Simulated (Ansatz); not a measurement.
**ZrTi$_{3}$C$_{4}$: vibrational free energy, entropy and heat capacity**

Level of theory: DFT PBE, scalar-relativistic, plane waves, PAW (Ansatz). Plane waves to 420 eV; Γ-centred k mesh 12×12×4; Fermi-Dirac smearing of 0.15 eV. No spin polarisation. Phonons by linear response, acoustic sum rule imposed.

Relaxed structure:
```
Zr Ti C
1.0
     3.15031    0.00000    0.00000
     0.00000    3.15031    0.00000
     0.00000    0.00000    8.85373
Zr Ti C
1 3 4
Direct
  0.00000 0.00000 0.50000
  0.00000 0.00000 0.00000
  0.50000 0.50000 0.24080
  0.50000 0.50000 0.75920
  0.00000 0.00000 0.23985
  0.50000 0.50000 0.50000
  0.00000 0.00000 0.76015
  0.50000 0.50000 0.00000
```

The structure comes from a generated guess, relaxed at this level; another structure or a mixture of phases may lie lower. In a metal, frequencies and elastic constants depend on the k mesh and the smearing, soft modes and shear constants most. The q mesh is coarse, so values between its points are rough.

Force constants from linear response on a 2×2×1 q mesh, interpolated to a fine mesh.

Phonon density of states, in bins of 20 cm⁻¹:
```json
{"bin centre (cm⁻¹)": "10", "share of modes (%)": "0.0"}
{"bin centre (cm⁻¹)": "30", "share of modes (%)": "0.0"}
{"bin centre (cm⁻¹)": "50", "share of modes (%)": "0.1"}
{"bin centre (cm⁻¹)": "70", "share of modes (%)": "0.2"}
{"bin centre (cm⁻¹)": "90", "share of modes (%)": "0.3"}
{"bin centre (cm⁻¹)": "110", "share of modes (%)": "0.5"}
{"bin centre (cm⁻¹)": "130", "share of modes (%)": "0.7"}
{"bin centre (cm⁻¹)": "150", "share of modes (%)": "1.2"}
{"bin centre (cm⁻¹)": "170", "share of modes (%)": "2.0"}
{"bin centre (cm⁻¹)": "190", "share of modes (%)": "3.4"}
{"bin centre (cm⁻¹)": "210", "share of modes (%)": "4.2"}
{"bin centre (cm⁻¹)": "230", "share of modes (%)": "6.4"}
{"bin centre (cm⁻¹)": "250", "share of modes (%)": "7.8"}
{"bin centre (cm⁻¹)": "270", "share of modes (%)": "5.8"}
{"bin centre (cm⁻¹)": "290", "share of modes (%)": "3.7"}
{"bin centre (cm⁻¹)": "310", "share of modes (%)": "3.3"}
{"bin centre (cm⁻¹)": "330", "share of modes (%)": "2.8"}
{"bin centre (cm⁻¹)": "350", "share of modes (%)": "4.1"}
{"bin centre (cm⁻¹)": "370", "share of modes (%)": "2.4"}
{"bin centre (cm⁻¹)": "390", "share of modes (%)": "3.9"}
{"bin centre (cm⁻¹)": "410", "share of modes (%)": "1.6"}
{"bin centre (cm⁻¹)": "430", "share of modes (%)": "0.7"}
{"bin centre (cm⁻¹)": "450", "share of modes (%)": "1.2"}
{"bin centre (cm⁻¹)": "470", "share of modes (%)": "2.9"}
{"bin centre (cm⁻¹)": "490", "share of modes (%)": "6.1"}
{"bin centre (cm⁻¹)": "510", "share of modes (%)": "5.1"}
{"bin centre (cm⁻¹)": "530", "share of modes (%)": "2.9"}
{"bin centre (cm⁻¹)": "550", "share of modes (%)": "3.7"}
{"bin centre (cm⁻¹)": "570", "share of modes (%)": "4.5"}
{"bin centre (cm⁻¹)": "590", "share of modes (%)": "2.1"}
{"bin centre (cm⁻¹)": "610", "share of modes (%)": "1.3"}
{"bin centre (cm⁻¹)": "630", "share of modes (%)": "4.5"}
{"bin centre (cm⁻¹)": "650", "share of modes (%)": "4.3"}
{"bin centre (cm⁻¹)": "670", "share of modes (%)": "3.0"}
{"bin centre (cm⁻¹)": "690", "share of modes (%)": "1.9"}
{"bin centre (cm⁻¹)": "710", "share of modes (%)": "0.7"}
{"bin centre (cm⁻¹)": "730", "share of modes (%)": "0.5"}
{"bin centre (cm⁻¹)": "750", "share of modes (%)": "0.4"}
{"bin centre (cm⁻¹)": "770", "share of modes (%)": "0.0"}
```

Q: What is the zero-point energy per atom?

A: 75.9 meV.

Q: How large are the vibrational entropy and heat capacity at 300 K?

A: S = 1.75 k_B and C_V = 2.17 k_B per atom, 72 % of the Dulong–Petit value.

Q: Tabulate them against temperature.

A:
```
T (K)  F_vib (meV/atom)  S (k_B/atom)  C_V (k_B/atom)
  100              75.3          0.24            0.60
  200              70.2          0.98            1.60
  300              58.4          1.75            2.17
  400              40.4          2.42            2.47
  500              17.0          2.99            2.64
  600             -11.0          3.48            2.74
  700             -42.9          3.91            2.81
  800             -78.2          4.29            2.85
  900            -116.7          4.63            2.88
 1000            -157.9          4.93            2.90
```
